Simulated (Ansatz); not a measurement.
Lu3Si (antiAuCu3 structure)

Computed with Ansatz (plane waves, PAW, 420 eV cutoff): PBE, scalar-relativistic, no spin polarisation, Γ-centred 8×8×8 mesh, 0.05 eV Gaussian smearing. The datasets are Ansatz's generated set soft_2.

```yaml
crystal:
  lattice:
    - [4.52068, 0.00000, 0.00000]
    - [0.00000, 4.52068, 0.00000]
    - [0.00000, 0.00000, 4.52068]
  atoms:
    - { symbol: Lu, position: [0.00000, 0.50000, 0.50000] }
    - { symbol: Lu, position: [0.50000, 0.50000, 0.00000] }
    - { symbol: Lu, position: [0.50000, 0.00000, 0.50000] }
    - { symbol: Si, position: [0.00000, 0.00000, 0.00000] }
```

The cell came from substitution into a structure type; whether the compound takes it is for experiment to say.

Path: Γ–X–M–Γ–R–X | R–M, with Γ = (0.000, 0.000, 0.000), X = (0.000, 0.500, 0.000), M = (0.500, 0.500, 0.000), R = (0.500, 0.500, 0.500) in reciprocal vectors of the calculation's cell.

Problem. Is it a metal or an insulator, and if it has a gap, where are the band edges on this path?

Solution. A metal: bands cross the Fermi level.

Bands as a text map, energy in eV from the Fermi level (dashes), each leg drawn with the same width:
```
  3.71 | **  ** ** *** *** ** ** * *** **** *****    
  3.43 |**    ***  ****  ** *** ***   * ****   ******
  3.14 |  *   **     ***  **       *****   ****   ***
  2.86 |  **    * *   * ****      *    ****    * * **
  2.57 | *  *    *   * * *  * ** **   *  *      *    
  2.29 |*    *    ***        *  *  *           * *   
  2.00 |      **** * ****          ***    ******  ***
  1.71 |         ***   **         *   **        ***  
  1.43 |        ********               ****        **
  1.14 |      ***        *      **  *     ****       
  0.86 |     *   *      * *        * *  ***   *      
  0.57 |    *           * *    * **   *  *     **    
  0.29 |   *    ************    *      ****      ****
  0.00 |--*---*******--*--**--**---------***------*--
 -0.29 | *  **          *   * * *                *   
 -0.57 |* **             * *** * *     **            
 -0.86 |**  *             *  **                 *    
 -1.14 |  **               **     *   **       *     
 -1.43 |  **               *  *  * *    *     *      
 -1.71 |**  *************** **     * *   ***       **
 -2.00 | *    *******   ***** ***   ***************  
 -2.29 |  *  *   *   ***   *   *     *        *** ***
 -2.57 |   **                   *****    *  **       
 -2.86 |          *       *          *        *      
 -3.14 |           *     *         *  * *      *     
 -3.43 |            *   *             **        *    
 -3.71 |             ***  **   *  *              ****
 -4.00 |****         * ***  *** **     *             
        Γ      X      M      Γ      R      XR       M
```

The calculation's cell holds 79 valence electrons, an odd number. Without magnetic order each band takes two, so one stays part-filled and the crystal must be a metal. (Only strong correlation, outside this picture, could make a Mott insulator of it.)

No spin–orbit coupling, a notable omission for heavy elements. Spin polarisation wasn't tried.
